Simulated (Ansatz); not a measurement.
# BePd, first-principles data

BePd:
```cif
data_BePd
_chemical_formula_sum 'Be1 Pd1'
_space_group_name_H-M_alt 'P 1'
_space_group_IT_number 1
_cell_length_a 2.81220
_cell_length_b 2.81220
_cell_length_c 2.81220
_cell_angle_alpha 90.000
_cell_angle_beta 90.000
_cell_angle_gamma 90.000
loop_
_space_group_symop_operation_xyz
  'x, y, z'
loop_
_atom_site_label
_atom_site_type_symbol
_atom_site_fract_x
_atom_site_fract_y
_atom_site_fract_z
_atom_site_occupancy
Be1 Be 0.00000 0.00000 0.00000 1
Pd1 Pd 0.50000 0.50000 0.50000 1
```

Space group Pm-3m (No. 221), CsCl type; conventional cell a = 2.812 Å, b = 2.812 Å, c = 2.812 Å, α = 90.00°, β = 90.00°, γ = 90.00°.

Method: the program Ansatz at the r²SCAN level (PAW). Structure relaxed to zero pressure with the same functional. Other levels are named where they apply.

Cell and energy:

Volume per atom: 11.12 Å³
Density: 8.62 g/cm³
Formation energy from the elements (no fitted shifts): -0.58 eV/atom

Electronic structure:

- Electronic character: metallic (no gap)
- Density of states at the Fermi level: 0.50 states/eV per atom (mean over ±0.08 eV)
- Gap with spin–orbit coupling: none (metallic)

Mechanics:

- Bulk modulus (Birch–Murnaghan fit) = 185 GPa
- Pressure derivative B′ = 4.6

Charges:

- Bader charges: Be +1.53, Pd -1.53 e

The workflow started from an entry of the Crystallography Open Database (COD). Whether it is the stable phase at ambient conditions was not checked. The r²SCAN relaxation kept the symmetry of its start; its stability against distortions is not shown here. No spin polarisation was allowed. The references are the lowest solids computed at this level, not always the standard phases. Spin–orbit coupling is left out wherever it is not named.

Potentials: the later of the program's two PAW sets.
